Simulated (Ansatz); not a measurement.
Generalised stacking fault of TiC (rock salt) on the {100} plane. The cell below holds the perfect crystal with the plane normal along z; tilting its third vector by the shift puts one fault into each cell, between planes 2.17 Å apart, at fixed cell height.

```yaml
crystal:
  lattice:
    - [3.06366, 0.00000, 0.00000]
    - [0.00000, 3.06366, 0.00000]
    - [1.53183, 1.53183, 6.49899]
  atoms:
    - { symbol: C, position: [0.00000, 0.00000, 0.83333] }
    - { symbol: C, position: [0.33333, 0.33333, 0.16667] }
    - { symbol: C, position: [0.66667, 0.66667, 0.50000] }
    - { symbol: Ti, position: [0.50000, 0.50000, 0.83333] }
    - { symbol: Ti, position: [0.83333, 0.83333, 0.16667] }
    - { symbol: Ti, position: [0.16667, 0.16667, 0.50000] }
```

In-plane vectors a = (3.064, 0.000) Å, b = (0.000, 3.064) Å, area 9.39 Å². The shift is s times the vector a + b (length 4.333 Å), so s = 1 restores the start. The shift is rigid: no atom relaxes. γ = [E(shift) − E(0)] / area.

Calculation: PBE (plane waves to 420 eV, PAW, scalar-relativistic; Ansatz, a program for electronic structure). k mesh 13×13×13 (Γ-centred), Fermi-Dirac smearing 0.05 eV. E is the zero-smearing estimate. With partly filled bands, the k mesh leaves noise in γ, roughly 0.02 J/m² as judged from a few cases. Faults lie only 6.5 Å apart, and holding the cell height and the atoms raises γ above its relaxed value. Left out: 5 of 12 points, with atoms too close for the PAW data. The PAW data are Ansatz's earlier set. TiC is run without spin polarisation. TiC was relaxed with its symmetry unable to fall. γ is measured from zero shift.

Question: What γ (J/m²) does the calculation give at s = 0.083, 0.167, 0.750, 0.833, 0.917?

Answer: 
```csv
s,γ (J/m²)
0.083,0.56
0.167,1.91
0.750,3.46
0.833,1.91
0.917,0.56
```

(The slope of γ gives the shear force per area between the displaced halves; near zero shift its curvature is an elastic stiffness.)
